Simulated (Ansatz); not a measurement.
ZnInGaO₄ (InGaZnO4 type, space group R3m)

```
CELL_PARAMETERS angstrom
      1.67802     0.96880     8.70383
     -1.67802     0.96880     8.70383
      0.00000    -1.93761     8.70383
ATOMIC_POSITIONS crystal
  In 0.99692 0.99692 0.99692
  Ga 0.21295 0.21295 0.21295
  Zn 0.78120 0.78120 0.78120
  O  0.13648 0.13648 0.13648
  O  0.87896 0.87896 0.87896
  O  0.28877 0.28877 0.28877
  O  0.70473 0.70473 0.70473
```

Equation-of-state scan: isotropic scaling of the cell above, V₀ being its volume. The atoms relax within the cell's symmetry.

These are PBE (plane waves to 420 eV, PAW, scalar-relativistic; Ansatz, an electronic-structure program) values and carry that method's errors. k mesh 11×11×11 (Γ-centred), Fermi-Dirac smearing 0.05 eV. The energy includes the smearing's −TS. Stress and pressure are positive under compression. With the shape held, the modulus is that of even scaling; a crystal free to change shape is softer. ZnInGaO4 was relaxed with its symmetry unable to fall. ΔE is measured from the relaxed starting cell.

```csv
V (Å³/atom),ΔE (meV/atom)
10.188,withheld
10.576,123.3
10.964,64.9
11.352,27.1
11.740,6.4
12.128,0.0
12.516,5.6
12.904,21.3
13.292,45.4
13.681,76.4
14.069,113.2
```

Problem. Fit a third-order Birch-Murnaghan form (E₀, V₀, B₀, B₀′ free) to the given rows and predict ΔE at V = 10.188.

Solution. Least squares on the 10 given rows: ΔE = E₀ + (9V₀B₀/16)·y²·[2 + (B₀′ − 4)y], y = (V₀/V)^(2/3) − 1, with V₀ = 12.128 Å³/atom, B₀ = 154.0 GPa (160.2 GPa = 1 eV/Å³; the term in eV is multiplied by 1000), B₀′ = 4.60, E₀ = 0.05 meV/atom; root-mean-square residual 0.05 meV/atom. At 10.188 the fit gives 206.5 meV/atom; the calculation gives 206.2 meV/atom, so the extrapolation is off by 0.3 (+0.1 %). For the pressure the fit gives 40.2 GPa against the computed 39.9 GPa.

(Under strain, the slope of the energy per volume gives the stress and its curvature an elastic modulus.)
